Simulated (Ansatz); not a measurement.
Sc:
```
CELL_PARAMETERS angstrom
      0.00000     2.32551     2.32551
      2.32551     0.00000     2.32551
      2.32551     2.32551     0.00000
ATOMIC_POSITIONS crystal
  Sc 0.00000 0.00000 0.00000
```

Relaxed with r²SCAN.

**Question.** List the phonon frequencies at the special points (DFPT on a 5×5×5 q-mesh, Fourier-interpolated; r²SCAN in the plane-wave PAW code Ansatz).

**Answer.** In cm⁻¹.

```tsv
q	frequencies
Γ	0 0 0
X	196 201 201
U	172 175 182
K	172 175 182
L	104 104 197
W	139 189 189
```

Space group Fm-3m (fcc (Cu type)). The first step of the workflow began from a Materials Project structure, measured or hypothetical; the Crystallography Open Database files this formula in space group No. 225, but the cells were not matched. It is not the phase usual at ambient conditions (space group No. 194). Symmetry was held in the r²SCAN relaxation; whether a distortion lowers the energy is not shown. The run is not spin-polarised. As this level gives no gap, phonon frequencies hold no LO–TO term and depend on the k-mesh and smearing (Fermi–Dirac, 0.1 eV here).

Potentials: the earlier of the program's two PAW sets.
